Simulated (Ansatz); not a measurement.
BaF₂:
```yaml
crystal:
  lattice:
    - [0.00000, 3.06890, 3.06890]
    - [3.06890, 0.00000, 3.06890]
    - [3.06890, 3.06890, 0.00000]
  atoms:
    - { symbol: Ba, position: [0.00000, 0.00000, 0.00000] }
    - { symbol: F, position: [0.25000, 0.25000, 0.25000] }
    - { symbol: F, position: [0.75000, 0.75000, 0.75000] }
```

Plane-wave PAW PBEsol (Ansatz code) gives a gap of 6.83 eV without spin–orbit coupling, maximum on the K–Γ line, 36 % of the way from K, minimum at Γ.

What happens when spin–orbit coupling is switched on?

The gap drops by 0.02 eV, to 6.81 eV; maximum on the K–Γ line, 36 % of the way from K, minimum at Γ.

Give the electron effective mass with spin–orbit coupling.

0.48 mₑ (isotropic).

Space group Fm-3m (fluorite). The cell was relaxed with PBEsol under the symmetry of its start.

Potentials: the later of the program's two PAW sets.
